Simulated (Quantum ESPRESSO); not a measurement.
**HPbNO4 and the effect of the functional**

```
H Pb N O
1.0
     4.27531   -0.00040    0.00636
    -2.08399    5.20775   -0.04907
    -2.12377   -1.86574    4.91491
H Pb N O
1 1 1 4
Direct
  0.99073 0.03330 0.90994
  0.50274 0.81989 0.14287
  0.00838 0.47408 0.50265
  0.99816 0.92741 0.02877
  0.19467 0.73435 0.60852
  0.81673 0.35882 0.24556
  0.01381 0.33121 0.65217
```

The cell comes from a database or a generator and needn't be the stable form of this composition.

Kept alike: task band structure; k mesh 5 × 4 × 4; occupations fermi-dirac, width 0.05 eV; no spin polarisation. Program: Quantum ESPRESSO, SG15 PBE 1.2, cutoff 1197 eV. The mesh is that of the run's cell of 7 atoms. No spin-orbit coupling.

| functional | band gap (eV) | pressure (GPa) |
| --- | --- | --- |
| LDA | 2.877 | -3.34 |
| PBE | 2.876 | 0.18 |
| PBEsol | 2.893 | -1.72 |
| r2SCAN | 3.327 | -3.03 |

Pressure is positive in compression; the values hold the error of the finite cutoff, so their zero can differ a little from the energy's minimum. Spin-orbit coupling, left out here, moves the band edges of heavy atoms and can close or invert small gaps. Gaps are the smaller of the mesh's and the band path's. All rows use potentials made for PBE.

Task: What does the functional change here?

Result: The band gap runs from 2.876 (PBE) to 3.327 eV (r2SCAN). From PBE: LDA +0.001; PBEsol +0.017; r2SCAN +0.451. The pressure runs from -3.34 (LDA) to 0.18 GPa (PBE). From PBE: LDA -3.52; PBEsol -1.90; r2SCAN -3.21.
